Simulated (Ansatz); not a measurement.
**NbTe₈Mo₃ (P-6m2) at 2 levels of theory**

One geometry, relaxed with PBE; plane waves with PAW potentials in Ansatz, scalar-relativistic. No spin polarisation. Gaps are the least over mesh and band path; pressure is positive in compression.

```cif
data_structure
_symmetry_space_group_name_H-M 'P 1'
_symmetry_Int_Tables_number 1
_cell_length_a 3.5892
_cell_length_b 3.5892
_cell_length_c 30.0250
_cell_angle_alpha 90.000
_cell_angle_beta 90.000
_cell_angle_gamma 120.000
_cell_volume 334.98
loop_
_atom_site_label
_atom_site_type_symbol
_atom_site_fract_x
_atom_site_fract_y
_atom_site_fract_z
_atom_site_occupancy
Nb1 Nb 0.66667 0.33333 0.50000 1
Te1 Te 0.33333 0.66667 0.94016 1
Te2 Te 0.33333 0.66667 0.43736 1
Te3 Te 0.66667 0.33333 0.68703 1
Te4 Te 0.66667 0.33333 0.19331 1
Te5 Te 0.33333 0.66667 0.05984 1
Te6 Te 0.33333 0.66667 0.56264 1
Te7 Te 0.66667 0.33333 0.80669 1
Te8 Te 0.66667 0.33333 0.31297 1
Mo1 Mo 0.33333 0.66667 0.74684 1
Mo2 Mo 0.33333 0.66667 0.25316 1
Mo3 Mo 0.66667 0.33333 0.00000 1
```

```tsv
level	cutoff (eV)	k mesh	gap (eV)	pressure (GPa)
PBE	420	12×12×2	0	0.0
```

**Question.** What comes out on the same cell with LDA?

**Answer.**
```
level  cutoff (eV)   k mesh  gap (eV)  pressure (GPa)
  LDA          420  12×12×2         0            -5.1
```

Spin-orbit coupling matters for the bands of heavy elements and is left out. The cell holds layers, chains or molecules and no dispersion correction was added, so their binding is poorly described.

It was reached by relaxing an invented guess, and it needn't be the stable form of this composition.
